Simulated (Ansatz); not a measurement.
SbPt, DFT, LDA, all-electron PAW with datasets made for the crystal, scalar-relativistic (Ansatz 0.2.0), run on 1 thread of Intel(R) Xeon(R) Platinum 8488C (Sapphire Rapids) on a shared host.

The cell is the one relaxed in the Materials Project (mp-2845), not relaxed further here; entries there can be hypothetical.

Command: `ansatz run input.yaml --threads 1 --pin off --max-ram 4096MiB --backend cpu --events-out ev --progress --plain --runs-dir out`

```yaml
crystal:
  lattice:
    - [4.1774426617, 0.0, 0.0]
    - [-2.0887213308, 3.6177714679, 0.0]
    - [0.0, 0.0, 5.5392039]
  atoms:
    - { symbol: Sb, position: [0.6666666667, 0.3333333333, 0.75] }
    - { symbol: Sb, position: [0.3333333333, 0.6666666667, 0.25] }
    - { symbol: Pt, position: [0.0, 0.0, 0.5] }
    - { symbol: Pt, position: [0.0, 0.0, 0.0] }
kpoints:
  mp_grid: { grid: [9, 9, 6] }
  band_path:
    path:
      - [0.0, 0.0, 0.0]
      - [0.5, 0.0, 0.0]
      - [0.3333333333, 0.3333333333, 0.0]
      - [0.0, 0.0, 0.0]
      - [0.0, 0.0, 0.5]
      - [0.5, 0.0, 0.5]
      - [0.3333333333, 0.3333333333, 0.5]
      - [0.0, 0.0, 0.5]
      - [0.5, 0.0, 0.5]
    npoints: 8
scf:
  occupations: { method: fermi_dirac, width: 0.05 }
hamiltonian:
  xc: lda
  pseudopotentials: { kind: all_electron, datasets: crystal }
output:
  forces: true
  stress: true
  eigenvalues: true
  efg: { contact_densities: true }
```

**Question.** How large is the problem that the program sets up?

**Answer.** 48 irreducible k-points, 783 plane waves at Γ, 21 bands.

**Question.** Estimate the wall time.

**Answer.** 30 s of wall time for 10 SCF iterations. Times on shared machines scatter by tens of per cent.

**Question.** And the same cell and mesh by full-potential LAPW, asked for forces, stress, eigenvalues, populations, dos and the same band path, on the same hardware?

**Answer.** 75 s.

**Question.** And the same cell and mesh by PAW with the default files, asked for forces, stress, eigenvalues, efg, populations, bader, dos, write_density, write_potential, elf and the same band path, on the same hardware?

**Answer.** 25 s.
